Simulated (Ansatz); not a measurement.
InP:
```cif
data_In2P2
_chemical_formula_sum 'In2 P2'
_space_group_name_H-M_alt 'P 1'
_space_group_IT_number 1
_cell_length_a 4.11105
_cell_length_b 4.11105
_cell_length_c 6.75307
_cell_angle_alpha 90.000
_cell_angle_beta 90.000
_cell_angle_gamma 120.000
loop_
_space_group_symop_operation_xyz
  'x, y, z'
loop_
_atom_site_label
_atom_site_type_symbol
_atom_site_fract_x
_atom_site_fract_y
_atom_site_fract_z
_atom_site_occupancy
In1 In 0.66667 0.33333 0.50032 1
In2 In 0.33333 0.66667 0.00032 1
P1 P 0.66667 0.33333 0.87468 1
P2 P 0.33333 0.66667 0.37468 1
```

Relaxed with LDA.

Which orbitals make up the states near the band edges in the program Ansatz at the LDA level (PAW)?

Top 1 eV of the valence band: P 3p 81 %, In 5p 16 %. Bottom 1 eV of the conduction band: In 5s 29 %, In 5p 26 %, P 3s 24 %, P 3p 15 %, outside the projected shells 5 %. Projections are on Löwdin-orthogonalised atomic valence shells; empty p or d shells of many metals are not among them.

Tabulate the density of states.

States/eV per cell of 4 atoms, in 0.25 eV bins, energy from the valence-band maximum.

| E (eV) | total | P 3p | In 5p | In 5s |
|---|---|---|---|---|
| -7.85 | 0.00 | 0.00 | 0.00 | 0.00 |
| -7.60 | 0.00 | 0.00 | 0.00 | 0.00 |
| -7.35 | 0.00 | 0.00 | 0.00 | 0.00 |
| -7.10 | 0.00 | 0.00 | 0.00 | 0.00 |
| -6.85 | 0.00 | 0.00 | 0.00 | 0.00 |
| -6.60 | 0.00 | 0.00 | 0.00 | 0.00 |
| -6.35 | 0.00 | 0.00 | 0.00 | 0.00 |
| -6.10 | 0.65 | 0.31 | 0.04 | 0.29 |
| -5.85 | 3.88 | 1.81 | 0.25 | 1.71 |
| -5.60 | 2.37 | 1.10 | 0.20 | 0.92 |
| -5.35 | 1.68 | 0.78 | 0.14 | 0.61 |
| -5.10 | 1.62 | 0.75 | 0.14 | 0.55 |
| -4.85 | 1.13 | 0.53 | 0.10 | 0.36 |
| -4.60 | 0.86 | 0.40 | 0.07 | 0.25 |
| -4.35 | 0.71 | 0.34 | 0.06 | 0.19 |
| -4.10 | 0.62 | 0.30 | 0.07 | 0.15 |
| -3.85 | 0.87 | 0.45 | 0.21 | 0.12 |
| -3.60 | 2.00 | 1.11 | 0.64 | 0.15 |
| -3.35 | 1.71 | 0.96 | 0.51 | 0.13 |
| -3.10 | 1.85 | 1.08 | 0.56 | 0.11 |
| -2.85 | 2.46 | 1.49 | 0.75 | 0.12 |
| -2.60 | 2.40 | 1.51 | 0.70 | 0.10 |
| -2.35 | 2.91 | 1.90 | 0.82 | 0.09 |
| -2.10 | 3.29 | 2.21 | 0.89 | 0.09 |
| -1.85 | 3.52 | 2.44 | 0.90 | 0.08 |
| -1.60 | 4.34 | 3.13 | 1.04 | 0.07 |
| -1.35 | 3.33 | 2.47 | 0.73 | 0.05 |
| -1.10 | 2.41 | 1.84 | 0.48 | 0.03 |
| -0.85 | 1.51 | 1.19 | 0.27 | 0.01 |
| -0.60 | 1.06 | 0.87 | 0.16 | 0.00 |
| -0.35 | 0.62 | 0.53 | 0.07 | 0.00 |
| -0.10 | 0.18 | 0.16 | 0.02 | 0.00 |
| 0.15 | 0.00 | 0.00 | 0.00 | 0.00 |
| 0.40 | 0.00 | 0.00 | 0.00 | 0.00 |
| 0.65 | 0.00 | 0.00 | 0.00 | 0.00 |
| 0.90 | 0.01 | 0.00 | 0.00 | 0.00 |
| 1.15 | 0.02 | 0.00 | 0.00 | 0.01 |
| 1.40 | 0.12 | 0.02 | 0.03 | 0.04 |
| 1.65 | 0.90 | 0.13 | 0.28 | 0.23 |
| 1.90 | 2.05 | 0.36 | 0.65 | 0.52 |
| 2.15 | 2.82 | 0.56 | 0.86 | 0.72 |
| 2.40 | 3.50 | 0.77 | 1.02 | 0.87 |
| 2.65 | 3.20 | 0.82 | 0.94 | 0.72 |
| 2.90 | 1.63 | 0.48 | 0.43 | 0.39 |
| 3.15 | 1.27 | 0.42 | 0.29 | 0.32 |
| 3.40 | 1.18 | 0.32 | 0.40 | 0.20 |
| 3.65 | 4.43 | 1.04 | 1.97 | 0.51 |
| 3.90 | 3.67 | 0.92 | 1.55 | 0.45 |
| 4.15 | 2.77 | 0.63 | 1.39 | 0.23 |
| 4.40 | 3.17 | 0.77 | 1.48 | 0.29 |
| 4.65 | 2.58 | 0.51 | 1.39 | 0.13 |
| 4.90 | 2.94 | 0.57 | 1.53 | 0.12 |

Space group P6_3mc (wurtzite). The workflow started from a Materials Project entry (that database holds measured and hypothetical structures alike); the Crystallography Open Database copy checked does not list it. It is not the phase usual at ambient conditions (space group No. 216). The LDA relaxation kept the symmetry of its start; of distortions, only those at the zone centre were tested. Spin–orbit coupling is left out wherever it is not named.

Potentials: the later of the program's two PAW sets.
